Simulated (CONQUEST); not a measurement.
Set-up for a self-consistent single point of SnO (Pmm2, 4 atoms in the cell; from Materials Project mp-2097, changed as shown).

```
SnO
1.0
    3.81370     0.00000     0.00000
    0.00000     3.81370     0.00000
    0.00000     0.00000     4.88691
Sn O
2 2
Direct
  0.00000   0.50000   0.23537
  0.50000   0.00000   0.76463
  0.50000   0.50000   0.00000
  0.00000   0.00000   0.00818
```

Computed with PBE, numerical atomic orbitals double-zeta with polarisation (the shipped basis), PseudoDojo norm-conserving potentials made for PBE (CONQUEST 1.3).

CONQUEST settings:

| key | value |
|---|---|
| basis | DZP |
| Diag.MPMeshX, Y, Z | 8 8 6 |
| potentials | PseudoDojo norm-conserving PBE |
| Grid.GridCutoff | 140 Ha |
| DM.SolutionMethod | diagon |
| Diag.kT | 0.001837 Ha |
| Diag.GammaCentred | true |
| minE.SCTolerance | 1.0e-06 |
| SC.MaxIters | 100 |
| SC.LinearMixingFactor | 0.3 |
| AtomMove.TypeOfRun | static |

Results:

| Property | Value |
|---|---|
| Number of valence electrons | 40 |
| Number of bands | 62 |
| Number of k-points after the program's reduction | 262 |
| Size of the basis | 62 |
| Number of SCF iterations | 9 |
| FFT grid | 40 × 40 × 60 |
| Free energy E − TS | -5188.3157 eV |
| Top of the valence band (on the code's own zero) | -4.31 eV |
| Gap on the k-point mesh | 0.16 eV |
| Pressure | 6.62 GPa |
| Largest force (vector length) | 0.977 eV/Å |

Forces (eV/Å):
| atom | Fx | Fy | Fz |
|---|---|---|---|
| Sn1 | 0.000 | 0.000 | 0.977 |
| Sn2 | 0.000 | 0.000 | -0.658 |
| O3 | 0.000 | 0.000 | -0.004 |
| O4 | 0.000 | 0.000 | -0.318 |

The gap is read on the k-point mesh of the run and can differ from the gap over the whole zone at this level.

For comparison: a first run was changed to give this one (atom 4 moved by +0.04 angstrom along z), and from it to this one the free energy goes up by 1.7 meV/atom, the pressure moves little (6.59 to 6.62 GPa), the largest force goes from 0.810 to 0.977 eV/Å and the gap on the mesh moves little (0.158 to 0.156 eV).

The program uses no crystal symmetry, so grid and mesh can part values that symmetry would make equal. The atom-centred basis is finite, which shifts total energies, pressures, gaps and forces against plane waves. The structure comes from a collection of computed structures, made at another level of theory; the collection holds predicted forms beside known ones.

Cost on one core: roughly 90 core-seconds.
